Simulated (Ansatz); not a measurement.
NaF:
```
NaF
1.0
    0.00000     2.25121     2.25121
    2.25121     0.00000     2.25121
    2.25121     2.25121     0.00000
Na F
1 1
Direct
  0.00000   0.00000   0.00000
  0.50000   0.50000   0.50000
```

Relaxed with LDA.

Problem. Decompose the optical modes at the zone centre into irreducible representations, and say which are infrared and Raman allowed.

Solution. Point group m-3m: Γ_opt = T1u. Infrared: T1u. Raman: none.

Problem. Assign frequencies (DFPT, plane-wave PAW LDA (Ansatz code); without the LO–TO term).

Solution. T1u 275 cm⁻¹.

Space group Fm-3m (rock salt). The LDA relaxation kept the symmetry of its start.

Potentials: the earlier of the program's two PAW sets. The files were generated under PBE; for other functionals the program regenerates the frozen cores, and for LDA and PBEsol the local potential too.
